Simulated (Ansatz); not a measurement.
Tc:
```
Tc
1.0
    2.70946     0.00000     0.00000
   -1.35473     2.34646     0.00000
    0.00000     0.00000     8.66982
Tc
4
Direct
  0.00000   0.00000   0.00000
  0.00000   0.00000   0.50000
  0.33333   0.66667   0.25000
  0.66667   0.33333   0.75000
```

Relaxed with LDA. Special points in fractions of this cell's reciprocal vectors: Γ (0.000, 0.000, 0.000); M (0.500, 0.000, 0.000); K (0.333, 0.333, 0.000); A (0.000, 0.000, 0.500); L (0.500, 0.000, 0.500); H (0.333, 0.333, 0.500).

Problem. List the band energies nearest the Fermi level at these points for the program Ansatz at the LDA level (PAW).

Solution. In eV from the Fermi level; about four levels below and three above (degenerate sets whole), none deeper than 8.9 eV; points with the same levels are listed once.

```csv
k,below,above
Γ,-1.36 -1.36 -1.25 -1.25,0.25 0.25 1.01 1.01
M,-2.51 -2.16 -1.53 -0.64,0.03 0.04 2.16
K,-1.93 -1.93 -1.89 -0.15 -0.15,1.29 1.29 2.38
A,-1.59 -1.59 -1.59 -1.59,0.03 0.03 0.73 0.73 0.73 0.73
L,-1.58 -1.58 -0.04 -0.04,0.65 0.65 2.16 2.16
H,-1.98 -1.98 -0.14 -0.14,0.81 0.81 2.56 2.56
```

Space group P6_3/mmc (dhcp (α-La type)). The first step of the workflow began from a Materials Project structure, measured or hypothetical. Its sites differ from those of the usual phase in this space group: another stacking or structure type. The cell was relaxed with LDA under the symmetry of its start; its stability against distortions is not shown here. The run is not spin-polarised. Scalar-relativistic: spin–orbit coupling is off unless named, which matters more the heavier the elements.

Potentials: the later of the program's two PAW sets.
